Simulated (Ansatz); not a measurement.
# YSi: computed property card

YSi:
```
CELL_PARAMETERS angstrom
      3.54426     0.00000     0.00000
      0.00000     3.54426     0.00000
      0.00000     0.00000     3.54426
ATOMIC_POSITIONS crystal
  Y  0.00000 0.00000 0.00000
  Si 0.50000 0.50000 0.50000
```

Space group Pm-3m (No. 221), CsCl type; conventional cell a = 3.544 Å, b = 3.544 Å, c = 3.544 Å, α = 90.00°, β = 90.00°, γ = 90.00°.

Method: the program Ansatz at the r²SCAN level (PAW). Geometry: relaxed at this level of theory. Other levels are named where they apply.

**Cell and energy**

```json
{
 "volume_per_atom": "22.26 Å³",
 "density": "4.36 g/cm³",
 "Formation energy from the elements (no fitted shifts)": "-0.44 eV/atom"
}
```

**Electronic structure**

```json
{
  "electronic_character": "metallic (no gap)",
  "Density of states at the Fermi level": "1.2 states/eV per atom (mean over ±0.08 eV)",
  "Gap with spin–orbit coupling": "none (metallic)"
}
```

**Mechanics**

```json
{
  "Bulk modulus (Birch–Murnaghan fit)": "76.1 GPa",
  "Pressure derivative B′": "3.7",
  "Elastic constants (relaxed ions, GPa)": "C11 = 3.1, C12 = 113, C44 = -40.2",
  "mechanical_stability": "unstable (C has a negative eigenvalue)"
}
```

**Charges**

```json
{
 "bader_charges": "Y +1.55, Si -1.55 e"
}
```

A made-up cell: these elements were put on the sites of a structure type; neither database checked (COD, Materials Project) lists it. Its standing as an ambient phase is unchecked. Symmetry was held in the r²SCAN relaxation. The run is not spin-polarised. As this level gives no gap, shear constants depend on the k-mesh and smearing (Fermi–Dirac, 0.1 eV here). The references are the lowest solids computed at this level, not always the standard phases. Spin–orbit coupling is left out wherever it is not named.

Potentials: the earlier of the program's two PAW sets.
